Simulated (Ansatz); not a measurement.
## MnSe (rocksalt type) under strong compression

```yaml
crystal:
  lattice:
    - [0.00000, 2.62222, 2.62222]
    - [2.62222, 0.00000, 2.62222]
    - [2.62222, 2.62222, 0.00000]
  atoms:
    - { symbol: Mn, position: [0.00000, 0.00000, 0.00000] }
    - { symbol: Se, position: [0.50000, 0.50000, 0.50000] }
```

The cell comes from a relaxation on PAW files under the same functional, begun from a prototype that needn't be the stable phase.

Its volume is scaled at fixed shape and fractional positions.

Level of theory: DFT with PBEsol, scalar-relativistic, in Ansatz 0.2.0; a Γ-centred 15×15×15 k mesh, Fermi–Dirac smearing of 0.08 eV, spin-polarised from start moments Mn1 3 μB. LAPW: all electrons, basis error target 1 meV/atom; PAW: frozen-core files, cutoff 420 eV; crystal datasets: all electrons, by PAW datasets that the program makes for each cell; norm-conserving: pseudopotentials, cutoff 1306 eV.

Energies are extrapolated to zero smearing and count from the unscaled cell; pressure is positive in compression; gaps take the mesh and a band path. No temperature or zero-point motion is included.

Antiferromagnetic order, which Cr and Mn prefer near zero pressure, wasn't tried. The magnetic state is the one reached from the start moments; other orders weren't searched. The PAW files were made under PBE.

```tsv
V/V0	V (Å³/atom)	P LAPW (GPa)	ΔE LAPW (eV/atom)	P PAW − LAPW (GPa)	ΔE PAW − LAPW (meV/atom)	moment (μB/cell)
1.00	18.03	0.04	0.000	-0.03	0.0	4.38
0.88	15.87	9.72	0.058	-0.04	-0.4	3.91
0.78	14.06	24.1	0.245	-0.04	-0.9	3.33
0.68	12.26	?	0.655	-0.07	-1.4	2.57
0.58	10.46	?	1.503	-0.24	-2.7	1.41
0.50	9.02	205.2	2.850	-0.38	-5.3	0.90
0.43	7.75	368.4	5.053	-0.71	-10.2	0.00
```

**Question.** Give the missing entry: row "0.58", column "P LAPW (GPa)".

**Answer.** 106.8.

**Question.** Fill in "P LAPW (GPa)" for the row "0.68".

**Answer.** 51.7.

**Question.** From the table, what is the rise of the enthalpy H = E + pV up to the last row, and how stiff is the crystal between the last two rows?

**Answer.** ΔH = 5.053 eV + (368.4 GPa × 7.75 Å³ − 0.04 GPa × 18.03 Å³) × 0.006242 eV/(GPa·Å³) = 22.88 eV/atom, of which pV makes 78 %. The mean bulk modulus there is −ΔP/Δln V = 1080 GPa.

**Question.** At the smallest volume, how far do crystal datasets and norm-conserving lie from LAPW in pressure?

**Answer.** crystal datasets: 0.00 GPa; norm-conserving: -1.61 GPa, on a LAPW pressure of 368.4 GPa.

**Question.** How do the Löwdin populations by LAPW change from the unscaled cell to the last row?

**Answer.** Mn 3s 1.99 → 1.93, Mn 4s 0.57 → 0.47, Mn 3d 5.56 → 6.83, Se 4s 1.84 → 1.50, Se 4p 4.87 → 4.01 electrons an atom. These are projections on the shells that the free atoms fill; 0.17 e a cell lies outside them at the start and 0.31 e at the end.

**Question.** Where is the magnetism lost?

**Answer.** By V/V0 = 0.43 (368.4 GPa) the moment has died away, since the bands widen under compression.
